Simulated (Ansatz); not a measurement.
What DFT gives for LiCd₂

```
Li Cd
1.0
    -2.29764    3.68420    3.83108
     4.59528    0.00000    0.00000
     2.29764    3.68420   -3.83108
Li Cd
2 4
Direct
  0.78200 0.53200 0.71800
  0.21800 0.46800 0.28200
  0.22000 0.16600 0.88800
  0.61200 0.16600 0.28000
  0.78000 0.83400 0.11200
  0.38800 0.83400 0.72000
```

Single point in Ansatz 0.2.0 with PBE, no spin polarisation. Cutoff 420 eV, PAW datasets, 8×8×8 Γ-centred k mesh, methfessel-paxton filling (width 0.2881 eV).

Task: Give the Bader charges.

Result: Bader charges in e: Li +0.86, Cd -0.43. In the mean Li gives up most and Cd takes most.

Task: Where is the largest force?

Result: The largest is on Cd3 (and as large on other atoms): 0.28 eV/Å, components (0.00, -0.20, -0.20). It makes 111° with the line to a nearest neighbour, Cd6 at 2.63 Å.

Task: Is there a gap?

Result: It is a metal, with about 2.1 states/eV a cell as the mean within 0.25 eV of the Fermi level.

Task: What is the formation energy?

Result: -0.01 eV an atom against the elements' usual phases (free molecules for gases, crystals otherwise, with no correction for O₂ or N₂), too near zero to call. Relaxing would lower it.

Task: Describe some of the short contacts.

Result: Cd–Cd at 2.63 Å: least valence density 0.34 e/Å³ and ELF 0.22 there. Li–Cd at 3.11 Å: least valence density 0.06 e/Å³ and ELF 0.06 there. Both are smooth PAW fields, read partly inside the augmentation spheres.

Origin: a known structure type with other elements, at an estimated volume, so it need not be a known compound. Caveats: wide smearing.
